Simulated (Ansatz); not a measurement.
# Ni$_{7}$Ge$_{4}$ (P-6m2): electronic heat capacity and spin susceptibility from the density of states

Level of theory: DFT r2SCAN, scalar-relativistic, plane waves, PAW in Ansatz 0.2.0.

Plane waves to 500 eV, a k mesh through Γ of 12×12×4 on the computed 11-atom cell and Gaussian smearing (0.10 eV); no spin polarisation.

Relaxed cell: P-6m2, a = 3.936 Å, b = 3.936 Å, c = 9.934 Å, α = 90.00°, β = 90.00°, γ = 120.00°, 11 atoms in the primitive cell. Whether it is the stable form of this composition wasn't checked.

The density of states at the Fermi level is 6.934 states/eV in the cell of 11 atoms (1 formula unit; both spins, tetrahedra on a 18×18×6 mesh). Averaged over bins of 0.1 eV the density runs from 5.0 to 6.9 states/eV within 0.2 eV of the Fermi level, so the figure hangs on the exact place of that level.

Question: What Sommerfeld coefficient and Pauli susceptibility does this give?

Answer: Per formula unit N(E_F) = 6.934 states/eV. γ = (π²/3) k_B² N(E_F) N_A = 2.357 mJ/(mol K²) per state/eV, so γ = 16.3 mJ/(mol K²), a mole of formula units. χ_P = μ_B² N(E_F) N_A = 3.23×10⁻⁵ emu/mol per state/eV gives 22.4×10⁻⁵ emu/mol. This is the bare band result: a measured γ of the same phase is as a rule larger by a factor 1 + λ from phonons and spin fluctuations, the spin part of χ is larger by the Stoner factor, and a measured χ also holds orbital and core terms. N(E_F) at one energy is sensitive to the mesh where the density of states has sharp peaks.

A ferromagnetic start lost its moments in a first run, so spin was left out; other magnetic orders weren't tried.

Cost: 1 run of about 6.6 core-minutes, on Intel Xeon 6975P-C (Granite Rapids) (shared hosts).